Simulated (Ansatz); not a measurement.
CsGeBr3 (cubic perovskite, Pm-3m), the program Ansatz at the r²SCAN level (PAW), all energies at zero smearing, with the estimated change up to a 700 eV cutoff added, with one set of potentials and settings (totals compare only within such a set). Cell of 5 atoms (1 Cs, 1 Ge, 3 Br): -18373.543 eV.

| element | reference phase | E (eV/atom) |
|---|---|---|
| Cs | Im-3m, 1 atoms in the cell | -5685.9274 |
| Ge | Fd-3m, 2 atoms in the cell | -4302.9041 |
| Br | Cmce, 4 atoms in the cell | -2792.8603 |

Formation energy per atom, worked out: (-18373.543 − 1×(-5685.9274) − 1×(-4302.9041) − 3×(-2792.8603))/5 = -1.226 eV/atom (-118 kJ per mol of atoms), at 0 K, without zero-point energy or fitted corrections.

The first step of the workflow began from a Materials Project structure, measured or hypothetical; the Crystallography Open Database copy checked does not list it. Its standing as an ambient phase is unchecked. Symmetry was held in the r²SCAN relaxation; whether a distortion lowers the energy is not shown. The references are the lowest solids computed at this level, not always the standard phases. Spin–orbit coupling is left out wherever it is not named.

Potentials: the later of the program's two PAW sets.
